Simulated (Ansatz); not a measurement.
Given:

PbF2 (fluorite)

```yaml
crystal:
  lattice:
    - [0.00000, 3.00038, 3.00038]
    - [3.00038, 0.00000, 3.00038]
    - [3.00038, 3.00038, 0.00000]
  atoms:
    - { symbol: Pb, position: [0.00000, 0.00000, 0.00000] }
    - { symbol: F, position: [0.75000, 0.75000, 0.75000] }
    - { symbol: F, position: [0.25000, 0.25000, 0.25000] }
```

The volume is varied about the relaxed value V₀ at fixed cell shape. Symmetry pins the atoms to their sites.

Level of theory: PBE (plane waves to 420 eV, PAW, scalar-relativistic; Ansatz, a program for electronic structure). k mesh 10×10×10 (Γ-centred), Fermi-Dirac smearing 0.05 eV. Energies are smeared free energies. Stress and pressure are positive under compression. PbF2 was relaxed with its symmetry unable to fall. Spin-orbit coupling is left out, though Pb is heavy. The zero of ΔE is the relaxed starting cell.

The scan covers V/V₀ from 0.900 to 1.100 in 9 points.

Q: What is ΔE at V/V₀ = 1.100?

A: 31.1 meV/atom.

Q: What pressure does the cell carry at V/V₀ = 0.900?

A: 9.02 GPa.

Q: What is ΔE at V/V₀ = 0.900?

A: 45.8 meV/atom.

(A scan under strain: stresses follow from slopes of the energy per volume, elastic moduli from its curvatures.)
